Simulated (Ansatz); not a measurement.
**Data sheet: Rb2LiYBr6 (DFT)**

Rb2LiYBr6:
```yaml
crystal:
  lattice:
    - [0.00000, 5.30124, 5.30124]
    - [5.30124, 0.00000, 5.30124]
    - [5.30124, 5.30124, 0.00000]
  atoms:
    - { symbol: Rb, position: [0.75000, 0.75000, 0.75000] }
    - { symbol: Rb, position: [0.25000, 0.25000, 0.25000] }
    - { symbol: Li, position: [0.50000, 0.50000, 0.50000] }
    - { symbol: Y, position: [0.00000, 0.00000, 0.00000] }
    - { symbol: Br, position: [0.74404, 0.25596, 0.25596] }
    - { symbol: Br, position: [0.25596, 0.74404, 0.74404] }
    - { symbol: Br, position: [0.25596, 0.74404, 0.25596] }
    - { symbol: Br, position: [0.74404, 0.25596, 0.74404] }
    - { symbol: Br, position: [0.25596, 0.25596, 0.74404] }
    - { symbol: Br, position: [0.74404, 0.74404, 0.25596] }
```

Space group Fm-3m (No. 225); conventional cell a = b = c = 10.602 Å, α = β = γ = 90.00°.

Method: plane-wave PAW LDA (Ansatz code). Geometry: relaxed at this level of theory. Other levels are named where they apply.

**Cell and energy**

- Volume per atom = 29.80 Å³
- Density = 4.16 g/cm³
- Formation energy from the elements (no fitted shifts) = -1.81 eV/atom

**Electronic structure**

- Band gap = 3.85 eV (direct)
- Valence-band maximum = at Γ
- Conduction-band minimum = at Γ
- Electron effective mass, band 1 of 3 at the edge = 4.8 along [100], 1.5 along [110], 1.2 along [111] (mₑ)
- Electron effective mass, band 2 of 3 at the edge = 0.66 along [100], 0.96 along [110], 0.83 along [111] (mₑ)
- Electron effective mass, band 3 of 3 at the edge = 0.66 along [100], 0.66 along [110], 0.83 along [111] (mₑ)
- Hole effective mass, band 1 of 3 at the edge = 21 along [100], 2.1 along [110], 1.6 along [111] (mₑ)
- Hole effective mass, band 2 of 3 at the edge = 0.69 along [100], 0.98 along [110], 0.86 along [111] (mₑ)
- Hole effective mass, band 3 of 3 at the edge = 0.69 along [100], 0.69 along [110], 0.86 along [111] (mₑ)

**Mechanics**

* **Bulk modulus (Birch–Murnaghan fit)**: 254 kbar
* **Pressure derivative B′**: 5.4
* **Elastic constants (relaxed ions, GPa)**: C11 = 45.4, C12 = 15.5, C44 = 11.6
* **Mechanical stability**: stable (all eigenvalues of C positive)
* **Hill bulk and shear moduli**: 25.5 and 12.9 GPa
* **Young's modulus**: 33.0 GPa
* **Poisson's ratio**: 0.28
* **Debye temperature from the elastic constants**: 188 K

**Dielectric response**

* **Electronic dielectric constant ε∞ (DFPT)**: 3.53
* **Born charges (a third of the trace)**: Rb +1.32, Li +1.45, Y +3.64, Br -1.29 e

**Phonons**

- Highest zone-centre frequency (without LO–TO term): 32.8 meV
- Zone-centre stability: unstable, softest mode 34i cm⁻¹
- Dynamical stability on the path: unstable, down to 34i cm⁻¹

The workflow started from a Materials Project entry (that database holds measured and hypothetical structures alike); the Crystallography Open Database copy checked does not list it. Its standing as an ambient phase is unchecked. The cell was relaxed with LDA under the symmetry of its start. The run is not spin-polarised. The references are the lowest solids computed at this level, not always the standard phases. Spin–orbit coupling is left out wherever it is not named.

Potentials: the later of the program's two PAW sets.
